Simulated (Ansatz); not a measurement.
AlRh (CsCl type, space group No. 221) under volume change, the program Ansatz at the PBEsol level (PAW), scaled uniformly.

```
V (Å³/atom)  E − E(relaxed) (meV/atom)  P (GPa)
-----------  -------------------------  -------
11.941                            83.8    24.80
12.334                            35.1    15.13
12.728                               …        …
13.121                             0.0     0.00
13.515                             7.4    -5.87
13.909                            28.1   -10.85
14.302                               …        …
```

Q: Complete the blanks.

A: 
- 12.728, E − E(relaxed) (meV/atom): 8.3
- 12.728, P (GPa): 6.94
- 14.302, E − E(relaxed) (meV/atom): 60.1
- 14.302, P (GPa): -15.05

Q: What does a third-order Birch–Murnaghan fit give for V₀, B₀ and B′?

A: V₀ = 13.12 Å³/atom, B₀ = 212 GPa, B′ = 4.5.

Space group Pm-3m (CsCl type). The first step of the workflow began from a Materials Project structure, measured or hypothetical; the Crystallography Open Database copy checked does not list it. With Al and Rh taken as one species the cell has the higher symmetry Im-3m, so it may be an ordered model of a mixed-site phase. Whether it is the stable phase at ambient conditions was not checked. The cell was relaxed with PBEsol under the symmetry of its start; of distortions, only those at the zone centre were tested. The run is not spin-polarised.

Potentials: the later of the program's two PAW sets.
